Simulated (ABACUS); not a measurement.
Consider a self-consistent single point of Ni₃Ge (P4/mmm, 4 atoms in the cell; from Materials Project mp-21008, changed as shown).

```
Ni3Ge
1.0
    3.51956     0.00000     0.00000
    0.00000     3.45054     0.00000
    0.00000     0.00000     3.45054
Ni Ge
3 1
Direct
  0.50000   0.00000   0.50000
  0.00000   0.50000   0.50000
  0.50000   0.50000   0.00000
  0.00000   0.00000   0.00000
```

All values come from this method and carry its errors: PBEsol, PseudoDojo 0.4 standard norm-conserving PBEsol (tails mended) pseudopotentials (plane waves; ABACUS).

ABACUS settings:

- KPT = MP 7 7 7 0 0 0
- basis_type = pw
- dft_functional = PBESOL
- ecutwfc = 98 Ry
- smearing_method = mv
- smearing_sigma = 0.0199916 Ry
- potentials = PseudoDojo 0.4 standard norm-conserving PBEsol (tails mended)
- symmetry = 1
- symmetry_prec = 1e-05
- ks_solver = dav
- scf_nmax = 100
- scf_thr = 1.0e-09 Ry
- mixing_type = broyden

Results:

- Number of valence electrons: 68
- Number of bands: 44
- Number of k-points after the program's reduction: 40
- Number of plane waves (most at a k-point): 4658
- Number of SCF iterations: 10
- FFT grid: 45 × 45 × 45
- Free energy E − TS: -16114.6431 eV
- Fermi level (on the code's own zero): 20.54 eV
- Pressure: 10.67 GPa

Stress (GPa, positive for compression):
```
 8.25   0.00   0.00
 0.00  11.88   0.00
 0.00   0.00  11.88
```

For comparison: a first run was changed to give this one (lattice vector a scaled by 1.02), and from it to this one the free energy falls by 15.6 meV/atom and the pressure goes from 16.21 to 10.67 GPa.

The run has no spin polarisation, so moments on Ni cannot form. The structure comes from a collection of computed structures, made at another level of theory; the collection holds predicted forms beside known ones. Its lattice was then scaled. No clean gap shows at this smearing width and mesh (spacing up to 0.26 Å⁻¹); the mesh is coarse for partly filled bands, so the values carry mesh errors.

Cost on one core: roughly 3 core-minutes.

“Tails mended”: in these copies of the files the far tail of each local potential was reset to the Coulomb form.
